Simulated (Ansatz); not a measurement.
Tc (hcp (Mg type), space group No. 194) is relaxed with r²SCAN+D4 (plane waves, PAW; program Ansatz). What lattice parameters of the conventional cell result?

a = 2.731 Å, c = 4.372 Å.

Space group P6_3/mmc (hcp (Mg type)). The r²SCAN+D4 relaxation kept the symmetry of its start. No spin polarisation was allowed. The pairwise dispersion correction was not fitted to metals. Axis ratios of metals converge slowly with the k-mesh, so a and c are less sure than the volume.

Potentials: the earlier of the program's two PAW sets.
